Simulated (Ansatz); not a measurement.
IrC in space group P-6m2 (No. 187; Ir on 1a, C on 1d) under volume change, PBEsol (plane waves, PAW; program Ansatz), shape and atoms relaxed at each volume.

```json
[
 {"V (Å³/atom)": "9.473", "E − E(relaxed) (meV/atom)": "110.4", "P (GPa)": "41.28"},
 {"V (Å³/atom)": "9.785", "E − E(relaxed) (meV/atom)": "46.2", "P (GPa)": "25.12"},
 {"V (Å³/atom)": "10.097", "E − E(relaxed) (meV/atom)": "10.9", "P (GPa)": "11.48"},
 {"V (Å³/atom)": "10.410", "E − E(relaxed) (meV/atom)": "0.0", "P (GPa)": "0.00"},
 {"V (Å³/atom)": "10.722", "E − E(relaxed) (meV/atom)": "(withheld)", "P (GPa)": "(withheld)"},
 {"V (Å³/atom)": "11.034", "E − E(relaxed) (meV/atom)": "(withheld)", "P (GPa)": "(withheld)"},
 {"V (Å³/atom)": "11.347", "E − E(relaxed) (meV/atom)": "78.6", "P (GPa)": "-24.68"}
]
```

Task: What belongs in the gaps?

Result: 
- 10.722, E − E(relaxed) (meV/atom): 9.7
- 10.722, P (GPa): -9.73
- 11.034, E − E(relaxed) (meV/atom): 36.9
- 11.034, P (GPa): -17.89

Task: What does a third-order Birch–Murnaghan fit give for V₀, B₀ and B′?

Result: V₀ = 10.41 Å³/atom, B₀ = 351 GPa, B′ = 4.7.

The start of the workflow was typed in or built on a structure type; neither database checked (COD, Materials Project) lists it. Whether it is the stable phase at ambient conditions was not checked. Symmetry was held in the PBEsol relaxation. At this level the phase is dynamically unstable (imaginary phonons). The run is not spin-polarised. Its formation energy is positive at this level, so the cell may be metastable or incomplete. Spin–orbit coupling is left out wherever it is not named.

Potentials: the earlier of the program's two PAW sets. The files were generated under PBE; for other functionals the program regenerates the frozen cores, and for LDA and PBEsol the local potential too.
